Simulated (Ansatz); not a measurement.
# Scan of one atom of the cell for CoSi2 (fluorite type, space group Fm-3m)

Starting cell, CoSi₂ (fluorite type, space group Fm-3m):

```xyz
3
Lattice="0.0000 2.6573 2.6573 2.6573 0.0000 2.6573 2.6573 2.6573 0.0000" Properties=species:S:1:pos:R:3 pbc="T T T"
Co     0.0000     0.0000     0.0000
Si     1.3287     1.3287     1.3287
Si     3.9860     3.9860     3.9860
```

Scan: atom 1 (Co, nearest neighbour Si at 2.301 Å; its periodic images, 3.8 Å or more away, move with it) is displaced along Cartesian x, direction (1.000, 0.000, 0.000) in Cartesian axes, by s. The other atoms stay.

Computed with r2SCAN (plane waves to 500 eV, PAW, scalar-relativistic; Ansatz, an electronic-structure program). k mesh 12×12×12 (Γ-centred), Fermi-Dirac smearing 0.05 eV. The energy includes the smearing's −TS. Stress and pressure are positive under compression. With partly filled bands, energies and forces of such displacements shift with the k mesh and the smearing. F∥ is the force on the atom along that direction. CoSi2 is run without spin polarisation. CoSi2 was relaxed with its symmetry unable to fall. The PAW data are Ansatz's earlier set. ΔE is measured from the undisplaced structure.

| s (Å) | ΔE (meV/cell) | P (GPa) | F∥ (eV/Å) |
|---|---|---|---|
| -0.690 | 2877 | 35.7 | 7.349 |
| -0.552 | 1910 | 24.3 | 6.538 |
| -0.414 | 1095 | 14.3 | 5.205 |
| -0.276 | 489 | 6.5 | 3.544 |
| -0.138 | 122 | 1.7 | 1.769 |
| 0.000 | 0 | 0.0 | 0.000 |
| 0.138 | 122 | 1.7 | -1.769 |
| 0.276 | 489 | 6.5 | -3.544 |
| 0.414 | 1095 | 14.3 | -5.205 |
| 0.552 | 1910 | 24.3 | -6.538 |
| 0.690 | 2877 | 35.7 | -7.349 |

Key numbers:

The energy at s = 0.690 Å comes out as 2877 meV/cell and the force along the line at s = -0.690 Å is 7.35 eV/Å. The force constant k = d²E/ds² at s = 0 (finite differences) comes out as 12.8 eV/Å². Symmetry of the curve: even: the same for both signs. Shape of the curve: a single well with its minimum at or next to zero displacement. Harmonic estimate at the end of the scan: ½ks² = 3050 meV/cell against the computed 2877 meV/cell, so the well is softer than harmonic there.

The 11 points together took roughly 7 core-minutes.

(For displaced atoms, the force is minus the slope of the energy, and its curvature is a force constant, which sets phonon frequencies.)
